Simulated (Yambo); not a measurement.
## How GW settings move the gap: K$_{2}$TiF$_{6}$

G0W0@LDA for K2TiF6 (space group P-3m1, No. 164) in Yambo. Reference settings: 3×3×2 Γ-centred k mesh, bands 2 to 198 and a 7 Ry block in the screening, 198 bands in G with the Bruneval-Gonze terminator, plasmon pole fitted at 27.2 eV. The LDA gap Γ → Γ on this mesh is 4.93 eV; G0W0 gaps are taken between the same points.

```tsv
change from the reference	G0W0 gap Γ → Γ (eV)	shift of the valence edge (eV)	rough Yambo cost
reference settings	9.46	-1.97	1
60 bands in W, 60 bands in G	9.85	-1.98	about 1/4
84 bands in W, 84 bands in G	9.56	-1.88	about 1/3
157 bands in W, 157 bands in G	9.45	-1.95	within a factor of two
exchange cut at 5 Ry	9.03	3.13	–
exchange cut at 10 Ry	9.56	0.38	–
60 bands in W, 60 bands in G, 4 Ry block	10.21	-2.23	about 1/5
60 bands in W, 60 bands in G, 2 Ry block	11.44	-3.06	about 1/5
84 bands in W, 84 bands in G, 2 Ry block	11.13	-2.91	about 1/4
84 bands in W, 84 bands in G, 6 Ry block	9.64	-1.93	about 1/2
116 bands in W, 116 bands in G, 4 Ry block	9.83	-2.11	within a factor of two
157 bands in W, 157 bands in G, 6 Ry block	9.53	-1.98	within a factor of two
116 bands in W, 116 bands in G, no terminator	9.77	-1.65	within a factor of two
3 Ry block, no terminator	10.33	-2.35	within a factor of two
157 bands in W, 157 bands in G, no terminator	9.68	-1.72	within a factor of two
```

The reference isn't shown to be the converged limit. Costs are rough (shared machines), scaled to the same edge states, and given only for runs that recompute the screening.

Geometry of the Materials Project entry, not relaxed at this level; primitive cell a = b = 5.685 Å, c = 4.590 Å, α = β = 90.00°, γ = 120.00°.

A shift is the quasiparticle energy of the state minus its LDA energy.
